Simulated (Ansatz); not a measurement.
## Nb: stiffness from a series of strains

```yaml
crystal:
  lattice:
    - [0.00000, 2.11500, 2.11500]
    - [2.11500, 0.00000, 2.11500]
    - [2.11500, 2.11500, 0.00000]
  atoms:
    - { symbol: Nb, position: [0.00000, 0.00000, 0.00000] }
```

The conventional cell has a = 4.230 Å, b = 4.230 Å, c = 4.230 Å, α = 90.00°, β = 90.00°, γ = 90.00°. Nb (atom 1) has 12 Nb at 2.99 Å as nearest neighbours.

The geometry is COD entry 1534903, unchecked; take it as a test cell.

These are results of DFT, PBEsol, all-electron LAPW, scalar-relativistic in Ansatz 0.2.0, not measurements.

Numerical set-up: a Γ-centred 13×13×13 k mesh, Fermi–Dirac smearing of 0.08 eV, basis error target 0.25 meV/atom, no spin polarisation.

The strain is applied along the Cartesian axes of the cell as listed (the other components stay zero). Fractional coordinates are held (clamped ions).

σ is the change of stress from the unstrained cell, which is at -6.65 GPa; tension is positive, so slopes are stress–strain coefficients at that pressure. In a metal the k mesh adds noise.

Only quantities that a quadratic follows smoothly over the whole series are listed; rougher ones are left out.

```tsv
εxx = εyy	σzz (GPa)	σxx (GPa)
-0.0300	-15.94	-7.13
-0.0200	-10.29	-4.57
0.0000	0.00	0.00
0.0100	4.55	2.10
0.0200	8.65	4.11
0.0300	12.30	6.02
```

Problem. Fit the series and read off the stiffness at zero strain.

Solution. Least-squares fits y = p0 + p1 x + p2 x² to the rows give σzz (GPa): p1 = 472, p2 = -2000; σxx (GPa): p1 = 218, p2 = -610. So 2 C12 = 472 GPa and C11 + C12 = 218 GPa.

Problem. One run, at εxx = εyy = -0.0100, is withheld. Predict its row.

Solution. The fits give -4.91, -2.25; the run gave -4.96, -2.21.
